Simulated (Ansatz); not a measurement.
ZrSi in space group Cmcm (No. 63; Si on 4c, Zr on 4c) at seven volumes, LDA (plane waves, PAW; program Ansatz), shape and atoms relaxed at each. One row is withheld.

```csv
V (Å³/atom),P (GPa)
15.387,18.09
15.895,?
16.402,5.13
16.909,0.00
17.416,-4.39
17.924,-8.15
18.431,-11.37
```

Task: Fit the shown pressures and predict the withheld one.

Result: P = (3/2)B₀(x^(7/2) − x^(5/2))[1 + (3/4)(B′ − 4)(x − 1)] with x = (V₀/V)^(2/3). Least squares on the six rows gives V₀ = 16.909 Å³/atom, B₀ = 158 GPa, B′ = 4.14. At V = 15.895, x = 1.0421 and P = 11.11 GPa. The run itself gave 11.11 GPa.

A made-up cell: these elements were put on the sites of a structure type; the Crystallography Open Database files this formula in space group No. 63, but the cells were not matched. Its standing as an ambient phase is unchecked. The cell was relaxed with LDA under the symmetry of its start; of distortions, only those at the zone centre were tested. No spin polarisation was allowed. The volume moved by -25 % from the start of the relaxation.

Potentials: the later of the program's two PAW sets.
